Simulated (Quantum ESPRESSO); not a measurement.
Si2PNO5, convergence and cost over cutoff and k mesh

Simulated, not a measurement. The program is pw.x of Quantum ESPRESSO 7.5 (plane-wave density functional theory). The cell is made up: 9 atoms on a quartz lattice, with randomly drawn elements, strain and displacements, not relaxed. PseudoDojo standard norm-conserving files (v0.5 for PBE, v0.4.1 for LDA and PBEsol) set the functional; there is no spin polarisation, spin-orbit coupling or dispersion term, and the masses in the input are unused placeholders.

Input of the run in row 4:

```
&control calculation='scf', pseudo_dir='./dojo.nc.sr.pbe.v0_5.standard.upf', outdir='./o', disk_io='low', tprnfor=.true., tstress=.true. /
&system ibrav=0, nat=9, ntyp=4, nbnd=30, ecutwfc=84.00895049, nosym=.true., tot_charge=0,
 occupations='smearing', smearing='fd', degauss=0.0018374661
/
&electrons conv_thr=7.350e-09, electron_maxstep=60, /
ATOMIC_SPECIES
N 1.0 N.upf
O 1.0 O.upf
P 1.0 P.upf
Si 1.0 Si.upf
CELL_PARAMETERS angstrom
5.0344 0.0221 -0.0815
-2.498 4.4779 0.0245
-0.0895 -0.0207 5.7239
ATOMIC_POSITIONS angstrom
Si 2.2517 -0.1966 3.8038
Si -1.2829 2.1366 1.8423
P 1.4911 2.4928 -0.075
N 1.383 1.2348 4.5034
O 3.4482 0.6561 2.6116
O 2.815 2.502 0.5687
O 0.1871 1.795 1.3033
O -1.0481 3.4159 2.9255
O 0.7323 3.7626 4.8366
K_POINTS automatic
5 5 4 1 1 1
```

The same cell was run at these settings. Meshes are shifted by half a step, and differences are from the last row, which is itself not exact.

| cutoff (eV) | k mesh | k points solved | threshold (eV) | free energy less the last row's (eV) | pressure (GPa) | largest stress difference (GPa) | largest force difference (eV/Å) | iterations | wall time (s) | k-point pools | processor |
| --- | --- | --- | --- | --- | --- | --- | --- | --- | --- | --- | --- |
| 800 | 2 x 2 x 2 | 4 | 1e-04 | 0.802 | -10.16 | 6.91 | 0.052 | 10 | 11 | 4 | Intel Xeon, 2023 or later |
| 1143 | 2 x 2 x 2 | 4 | 1e-07 | -0.001 | -3.32 | 0.08 | 0.043 | 14 | 18 | 4 | Intel Xeon, 2023 or later |
| 743 | 5 x 5 x 4 | 50 | 1e-07 | 1.638 | -15.11 | 11.85 | 0.040 | 14 | 52 | 4 | Intel Xeon, 2023 or later |
| 1143 | 5 x 5 x 4 | 50 | 1e-07 | 0.002 | -3.30 | 0.02 | 0.002 | 14 | 91 | 4 | Intel Xeon, 2023 or later |
| 1437 | 7 x 7 x 6 | 147 | 1e-07 | 0.000 | -3.28 | 0.00 | 0.000 | 14 | 423 | 4 | Intel Xeon, 2023 or later |

Each pool is one process. Wall times include start-up and a band step at six k points, which weighs most on the coarsest meshes. The runs were on shared virtual cores whose load varied, so times are rough.